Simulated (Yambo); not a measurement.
AgI (wurtzite, space group P6_3mc, No. 186), G0W0@LDA in Yambo with this input:

```
rim_cut
gw0
dyson
el_el_corr
HF_and_locXC
ppa
em1d
RandQpts= 1000000
RandGvec= 1 Ry
EXXRLvcs= 86 Ry
VXCRLvcs= 344 Ry
Chimod= "HARTREE"
% BndsRnXp
 9 | 204 |
%
NGsBlkXp= 7 Ry
% LongDrXp
 1.0 | 1.0 | 1.0 |
%
PPAPntXp= 27.2114 eV
% GbndRnge
 1 | 204 |
%
GTermKind= "BG"
DysSolver= "n"
ExtendOut
```

On a 3×3×2 mesh, with wavefunctions cut at 86 Ry, the gap (Γ → Γ) is 2.351 eV and the valence edge shifts by -0.720 eV.

**Question.** What happens with this change: exchange cut at 40 Ry?

**Answer.** The gap falls by 0.082 eV, to 2.269 eV; the shift of the valence edge becomes -0.633 eV. Neither run is shown to be the converged limit.

Spin-orbit coupling is not included.

Geometry relaxed with LDA; primitive cell a = b = 4.482 Å, c = 7.334 Å, α = β = 90.00°, γ = 120.00°.

A shift is the quasiparticle energy of the state minus its LDA energy.
